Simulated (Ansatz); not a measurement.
## BaZn2B2 in Ansatz, settings compared

The command:

```bash
ansatz run input.yaml --threads 1 --pin off --max-ram 2560MiB --backend cpu --events-out ev --progress --plain --runs-dir out
```

Input:

```yaml
crystal:
  lattice:
    - [4.149358, 0.0, 0.0]
    - [0.0, 4.149358, 0.0]
    - [0.0, 0.0, 10.023929]
  atoms:
    - { symbol: B, position: [0.0, 0.5, 0.866] }
    - { symbol: B, position: [0.5, 0.0, 0.134] }
    - { symbol: Zn, position: [0.0, 0.5, 0.614] }
    - { symbol: Zn, position: [0.5, 0.0, 0.386] }
    - { symbol: Ba, position: [0.0, 0.5, 0.248] }
    - { symbol: Ba, position: [0.5, 0.0, 0.752] }
    - { symbol: B, position: [0.0, 0.0, 0.5] }
    - { symbol: B, position: [0.5, 0.5, 0.5] }
    - { symbol: Zn, position: [0.0, 0.0, 0.0] }
    - { symbol: Zn, position: [0.5, 0.5, 0.0] }
  symmetry: { tolerance: 0.0003 }
kpoints:
  mp_grid: { grid: [4, 4, 2], shift: [0, 0, 0] }
magnetization:
  spin_polarized: false
scf:
  occupations: { method: cold, width: 0.2569 }
hamiltonian:
  pseudopotentials: { kind: paw }
  xc: pbe
basis:
  ecutwfc: 420
output:
  forces: true
  stress: true
  eigenvalues: true
```

Origin of the cell: a known structure type with other elements, at an estimated volume, so it need not be a known compound.

Output of this run (shortened):

```
Pseudopotentials: kind: paw
Pseudopotential: B, paw, valence charge 3, recommended cutoff 420 eV (normal), B.paw.azcp
Pseudopotential: Zn, paw, valence charge 12, recommended cutoff 420 eV (normal), Zn.paw.azcp
Pseudopotential: Ba, paw, valence charge 10, recommended cutoff 420 eV (normal), Ba.paw.azcp
Functional definition: PBE
  exchange = pbe_x(kappa = kappa, mu = beta*pi^2/3)
  correlation = pbe_c(beta = beta)
Crystal: 10 atoms, lattice volume = 172.584 Å³
Basis set: ecut = 420 eV, 3361 PW (Γ), exchange–correlation on 60×60×144 points (8 copies of the dense FFT grid, shifted against one another)
Bands: 50, of which v1, the nominal top of the filled ones, is band 40 counted from 1 (39 counted from 0)
Symmetry: 16 space group operations
Space group: P4/nmm (ITA 129), of the structure as read, at distance tolerance 1.7e-3 Å
[… 7 lines left out …]
Initial density: superposition of atomic densities (neutral atoms: chi_scale 0, normalization atom), corrected by the library's trained network
Functional: x = pbe(κ = 0.804, μ = 0.219515), c = pbe(β = 0.066725)
SCF iter   1: F=—  HF=-25793.721409 eV  Δρ=3.08e-3  dr2=2.88e-2
SCF iter   2: F=—  HF=-25793.717157 eV  S|Δr|=    0.00e0  Δρ=1.63e-3  dr2=4.96e-3
SCF iter   3: F=—  HF=-25793.716471 eV  S|Δr|=    0.00e0  Δρ=8.52e-4  dr2=1.41e-3
SCF iter   4: F=—  HF=-25793.716516 eV  S|Δr|=    0.00e0  Δρ=7.64e-4  dr2=5.83e-4
SCF iter   5: F=—  HF=-25793.716214 eV  S|Δr|=    0.00e0  Δρ=1.30e-4  dr2=2.68e-5
SCF iter   6: F=—  HF=-25793.716260 eV  S|Δr|=    0.00e0  Δρ=2.78e-5  dr2=3.20e-6
SCF iter   7: F=—  HF=-25793.716261 eV  S|Δr|=    0.00e0  Δρ=2.99e-5  dr2=9.88e-7
SCF iter   8: F=—  HF=-25793.716260 eV  S|Δr|=    0.00e0  Δρ=9.09e-6  dr2=2.66e-7
SCF iter   9: F=-25793.716260 eV  HF=-25793.716260 eV  S|Δr|=    0.00e0  Δρ=2.58e-6  dr2=3.89e-8
SCF 1 converged in 9 iterations: F = -25793.716260 eV  dr2 = 3.89e-8
SCF converged after 9 iterations
Stability not checked: this state was not tested for a lower state beside it, because cold or Methfessel-Paxton smearing, or corrected tetrahedra, fill the levels in a way that the test cannot read (fill_not_monotonic; […]
Free energy (F): -25793.716260 eV
Harris-Foulkes:  -25793.716260 eV  (|F-HF|=2.80e-8)
Internal energy: -25793.742844 eV  (E = F + TS)
E sigma→0 (E₀):  -25793.725122 eV
Entropy (-TS):   0.026584 eV (2.658 meV/atom)
Fermi energy:    9.071454 eV
--- Per-component energies (eV) ---
  E_band       = 131.907903
  E_kinetic    = 1024.821661
  E_local      = -7821.181123  (includes V_loc(G=0)·N_el)
  E_nonlocal   = 2603.496315
  E_hartree    = 3295.105384
  E_xc         = -1007.801579
  E_vxc        = -624.387908  (∫ρ·V_xc dr)
  E_paw        = -18060.118008  (= ΣΔE_a)
  E_vpaw       = -1641.042361  (= ΣTr[D̂ρ^β])
  E_aug_tail   = -0.001516  (compensation charges beyond the density's cutoff)
  E_ewald      = -5828.063979
  E_smearing   = 0.026584  (= −TS)
  Σ components = -25793.716260   (vs F -25793.716260, Δ=0.00e0)
--- Forces (eV/Å), atoms counted from 1 ---
  atom   1  B     -0.000000     0.000000     0.682835
  atom   2  B      0.000000     0.000000    -0.682835
[… 3 lines left out …]
  atom   6  Ba    -0.000000     0.000000    -0.757156
  atom   7  B      0.000000     0.000000     0.000000
  atom   8  B     -0.000000     0.000000    -0.000000
  atom   9  Zn     0.000000     0.000000    -0.000000
  atom  10  Zn    -0.000000     0.000000     0.000000
  max |Σ_I F_I| component: 2.50e-16 eV/Å
--- Stress (GPa, compression-positive) ---
       -3.257515      -0.000000       0.000000
       -0.000000      -3.257515      -0.000000
        0.000000      -0.000000      -4.563510
  P = ⅓ Tr σ = -3.6928 GPa (-36.928 kbar)
```

The same input was run again with these changes:

1. `magnetization` { spin_polarized: false } → { spin_polarized: true } (starts: small); typed moments: B1 0.2, B2 0.2, Zn3 0.2, Zn4 0.2, Ba5 0.2, Ba6 0.2, B7 0.2, B8 0.2, Zn9 0.2, Zn10 0.2
2. `scf.mixing.algorithm` default → anderson; `scf.mixing.beta` default → 0.2; `kpoints.mp_grid.grid` [4, 4, 2] → [6, 6, 3]
3. `scf.initial_density.chi_scale` default → 0.3; `hamiltonian.xc` pbe → r2scan
4. `kpoints.mp_grid.grid` [4, 4, 2] → [2, 2, 1]

```
 run        end  SCF iterations  P (GPa)  max force component (eV/Å)  moment (μB)  ΔE(σ→0) (meV/atom)
base  converged               9    -3.69                       0.757            –                   0
   1  converged              19    -3.69                       0.757         0.00                0.00
   2  converged              11    -3.43                       0.781            –               -0.90
   3  converged              12    -4.33                       0.797            –                   –
   4  converged              10    -5.23                       0.890            –               33.16
```

Energies are compared only where functional, datasets, charge and starting cell are the same.

Not properties of the system: run 4 (too coarse or loose: `kpoints.mp_grid.grid` = [2, 2, 1]).

Caveats of the base run: the k mesh is coarse if the cell is a metal; wide smearing.

Run 1: a starting moment was lost.
Run 3: the cutoff lies below the datasets' advice.

The base run ran for 6.8 s on 1 thread of Intel(R) Xeon(R) Platinum 8488C (Sapphire Rapids), on a shared host, peak memory 0.52 GiB, from the program's own first density.
